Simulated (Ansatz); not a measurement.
LaOF in space group P4/nmm (No. 129; La on 2c, O on 2b, F on 2a), DFT-LDA in the program Ansatz with PAW potentials. The conduction-band minimum lies on the A–Z line, 20 % of the way from A, with 4 equivalent valleys. Second derivatives d²E/dk² of the lowest band at one valley (eV·Å²), along Cartesian directions:

```
direction  d²E/dk²
---------  -------
[100]        3.658
[010]        3.658
[001]        1.119
[110]        2.869
[101]        2.387
[011]        2.387
```

### Question
Find the principal effective masses, the density-of-states mass and the conductivity mass.

### Answer
Off-diagonal terms follow from H_xy = H[110] − (H_xx + H_yy)/2, and m*/mₑ = 7.620 eV·Å² over each eigenvalue: 1.7, 2.7, 6.8. One valley's DOS mass (m₁m₂m₃)^(1/3) = 3.1, conductivity mass 3/(Σ 1/mᵢ) = 2.7 mₑ.

### Question
What effective density of states Nc follows at 300 K for parabolic valleys?

### Answer
Nc = 2.509e19 × 4 × (3.1)^(3/2) ≈ 5.5e20 cm⁻³.

### Question
With the computed static dielectric constant 13.5 (mean of the diagonal), estimate a hydrogenic donor's binding energy and radius.

### Answer
E = 13.606 eV × 2.7/13.5² ≈ 200 meV; a = 0.529 Å × ε/m* ≈ 2.6 Å. Semilocal masses tend to be too small where the gap is.

The first step of the workflow began from a Materials Project structure, measured or hypothetical; the Crystallography Open Database copy checked does not list it. COD files the formula under space group No. 166, so this cell is another polymorph or a model. Its standing as an ambient phase is unchecked. The LDA relaxation kept the symmetry of its start; phonons on a q-mesh show no instability. Spin–orbit coupling is left out wherever it is not named.

Potentials: the later of the program's two PAW sets.
